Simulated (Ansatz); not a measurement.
Relaxed MgS (rock salt):

```yaml
crystal:
  lattice:
    - [0.00000, 5.22970, 5.22970]
    - [2.61485, 0.00000, 2.61485]
    - [2.61485, 2.61485, 0.00000]
  atoms:
    - { symbol: S, position: [0.00000, 0.00000, 0.00000] }
    - { symbol: S, position: [0.50000, 0.00000, 0.00000] }
    - { symbol: Mg, position: [0.25000, 0.50000, 0.50000] }
    - { symbol: Mg, position: [0.75000, 0.50000, 0.50000] }
```

In each cell atom 2 (S, nearest neighbour Mg at 2.615 Å; its periodic images, 3.7 Å or more away, move with it) moves by s·(0.577, 0.577, 0.577) (along Cartesian [111]), the rest being held.

Calculation: PBE (plane waves to 420 eV, PAW, scalar-relativistic; Ansatz, a quantum-chemistry and plane-wave program). k mesh 9×9×9 (Γ-centred), Fermi-Dirac smearing 0.05 eV. E stands for the smeared free energy. MgS was relaxed with its symmetry unable to fall. The zero of ΔE is the undisplaced structure.

```csv
s (Å),ΔE (meV/cell)
-0.260,113.6
-0.208,72.4
-0.156,40.6
-0.104,withheld
-0.052,4.5
0.000,0.0
0.052,4.5
0.104,withheld
0.156,40.6
0.208,72.4
0.260,113.6
```

Task: Fit an even polynomial form (powers 2, 4) to the given rows and predict ΔE at s = -0.104.

Result: Least squares on the 9 given rows: ΔE = (1661)·s² + (283.8)·s⁴, in meV/cell with s in Å; root-mean-square residual 0.01 meV/cell. At -0.104 the fit gives 18.0 meV/cell; the calculation gives 18.0 meV/cell, the same to the digits shown. The quadratic term alone would give 18.0 meV/cell.

(A displaced cell: forces are minus the slopes of the energy, force constants its curvatures, and phonons follow from these.)
